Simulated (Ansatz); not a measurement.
All numbers below come from DFT PBE+D3(BJ), scalar-relativistic, plane waves, PAW (Ansatz). Settings: cutoff 420 eV, Γ-centred meshes spaced at most about 0.3 Å⁻¹, and about 0.25 Å⁻¹ or finer for metals (2π included), Gaussian smearing. No spin polarisation in the final relaxations.

All energies are static (0 K, no zero-point motion).

Two forms of CS₂ were relaxed alike.

1.

```cif
data_structure
_symmetry_space_group_name_H-M 'P4/mmm'
_symmetry_Int_Tables_number 123
_cell_length_a 4.1704
_cell_length_b 4.1704
_cell_length_c 2.2396
_cell_angle_alpha 90.000
_cell_angle_beta 90.000
_cell_angle_gamma 90.000
_cell_volume 38.95
loop_
_atom_site_label
_atom_site_type_symbol
_atom_site_symmetry_multiplicity
_atom_site_Wyckoff_symbol
_atom_site_fract_x
_atom_site_fract_y
_atom_site_fract_z
_atom_site_occupancy
C1 C 1 a 0.00000 0.00000 0.00000 1
S1 S 2 f 0.00000 0.50000 0.00000 1
```

2.

```cif
data_structure
_symmetry_space_group_name_H-M 'P-3m1'
_symmetry_Int_Tables_number 164
_cell_length_a 2.8834
_cell_length_b 2.8834
_cell_length_c 5.7440
_cell_angle_alpha 90.000
_cell_angle_beta 90.000
_cell_angle_gamma 120.000
_cell_volume 41.36
loop_
_atom_site_label
_atom_site_type_symbol
_atom_site_symmetry_multiplicity
_atom_site_Wyckoff_symbol
_atom_site_fract_x
_atom_site_fract_y
_atom_site_fract_z
_atom_site_occupancy
C1 C 1 a 0.00000 0.00000 0.00000 1
S1 S 2 d 0.66667 0.33333 0.78339 1
```

Question: Which form is favoured at zero pressure, and by what margin per atom?

Answer: Cell 2 is lower, by 118 meV/atom. Cell 1 has space group P4/mmm (No. 123), 13.0 Å³/atom and no gap on its mesh; cell 2 has the cadmium iodide type, space group P-3m1 (No. 164), 13.8 Å³/atom and no gap. Counting all near atoms (for each partner element, those within 1.25 times its shortest distance or 1.15 times the sum of covalent radii, where it is the nearest in units of that sum or under 1.3), cell 1 has C 4, S 4 and cell 2 has C 6, S 3. Cell 1 holds S–S chains (shortest 2.24 Å); in cell 2 the shortest S–S distance is 2.88 Å. Even the lower one lies +1.37 eV/atom against the reference forms of the elements (uncorrected), so neither is stable at this level. In cell 1, C is surrounded by 4 S at 2.09 Å and 2 C at 2.24 Å; S has 2 C at 2.09 Å and 2 S at 2.24 Å. In cell 2, around C lie 6 S at 2.08 Å; S has 3 C at 2.08 Å. Both come from invented guesses. The part of the Crystallography Open Database at hand lists CS2 in space group No. 64, which no cell shown has.

Cells relaxed within their symmetry can be saddle points.
